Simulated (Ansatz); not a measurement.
Space group Fm-3m (No. 225). a = 4.005 Å, b = 4.005 Å, c = 4.005 Å, α = 90.00°, β = 90.00°, γ = 90.00°
```csv
atom,site,symmetry,x,y,z
Li,4a,m-3m,0.0000,0.0000,0.0000
H,4b,m-3m,0.5000,0.0000,0.0000
```

Equation of state of this LiH structure (not necessarily the ground state), with shape and atoms relaxed at each volume where symmetry leaves them free. Level of theory: DFT r2SCAN, scalar-relativistic, plane waves, PAW (Ansatz 0.2.0).

Cutoff 500 eV; k points 10×10×10 on the computed 2-atom cell (Γ-centred); Gaussian smearing, width 0.02 eV; no spin polarisation.

```csv
V (Å³/atom),E − E(largest V) (meV/atom),P (GPa),gap on mesh (eV)
7.065,8.02,5.75,3.53
7.306,0.71,4.02,3.56
7.546,-4.17,2.50,3.59
7.787,-6.92,1.18,3.61
8.028,-7.80,0.02,3.63
8.269,-7.05,-1.00,3.65
8.510,-4.86,-1.90,3.66
8.831,0.00,-2.93,3.68
```

Problem. Fit a third-order Birch–Murnaghan equation to E(V).

Solution. V0 = 8.03 Å³/atom, B0 = 36 GPa, B0' = 3.3.